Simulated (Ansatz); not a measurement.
Property card for MgO

MgO:
```
MgO
1.0
    3.29028     0.00000     0.00000
   -1.64514     2.84947     0.00000
    0.00000     0.00000     5.03784
Mg O
2 2
Direct
  0.33333   0.66667   0.00494
  0.66667   0.33333   0.50494
  0.33333   0.66667   0.39966
  0.66667   0.33333   0.89966
```

Space group P6_3mc (No. 186), wurtzite; conventional cell a = 3.2903 Å, b = 3.2903 Å, c = 5.0378 Å, α = 90.00°, β = 90.00°, γ = 120.00°.

Method: r²SCAN in the plane-wave PAW code Ansatz. Geometry: relaxed at this level of theory. Other levels are named where they apply.

### Cell and energy

- Volume per atom: 11.81 Å³
- Density: 2.83 g/cm³
- Formation energy from the elements (no fitted shifts): -2.83 eV/atom

### Electronic structure

- Band gap: 4.22 eV (direct)
- Valence-band maximum: at Γ
- Conduction-band minimum: at Γ
- Electron effective mass: 0.36 mₑ (isotropic)
- Hole effective mass: 0.41 along z (mₑ)
- HSE06 gap on the r²SCAN cell: 5.15 eV

### Mechanics

* **Elastic constants (relaxed ions, GPa)**: C11 = 203, C12 = 104, C13 = 98.7, C33 = 123, C44 = 64.7
* **Mechanical stability**: stable (all eigenvalues of C positive)
* **Hill bulk and shear moduli**: 121 and 47.7 GPa
* **Young's modulus**: 126 GPa
* **Poisson's ratio**: 0.33
* **Debye temperature from the elastic constants**: 601 K
* **Piezoelectric stress constants (proper, relaxed ions, C/m²)**: e15 = e24 = -0.37, e31 = e32 = -0.71, e33 = 1.93

### Dielectric response

- Electronic dielectric constant ε∞ (DFPT): 2.79 (xx = yy), 2.87 (zz)
- Static dielectric constant ε0 (ions relaxed, cell fixed): 5.27 (xx = yy), 6.75 (zz)
- Born charges (a third of the trace): Mg +1.84, O -1.84 e
- Largest static χ(2) component: 4.6 pm/V

### Phonons

* **Highest zone-centre frequency (without LO–TO term)**: 539 cm⁻¹
* **Zone-centre stability**: no imaginary mode at Γ
* **Dynamical stability on the path**: stable (no imaginary branch)
* **Zero-point energy**: 75.6 meV/atom
* **Vibrational entropy at 300 K**: 14.7 J/(K·mol of atoms)

### Charges

- Bader charges = Mg +1.73, O -1.73 e

The workflow started from a Materials Project entry (that database holds measured and hypothetical structures alike); the Crystallography Open Database copy checked does not list it. It is not the phase usual at ambient conditions (space group No. 225). The r²SCAN relaxation kept the symmetry of its start. Signs of piezoelectric constants follow the polarity of the cell as given. The references are the lowest solids computed at this level, not always the standard phases (solids in place of the gases).

Potentials: the earlier of the program's two PAW sets. The files were generated under PBE; for other functionals the program regenerates the frozen cores, and for LDA and PBEsol the local potential too.
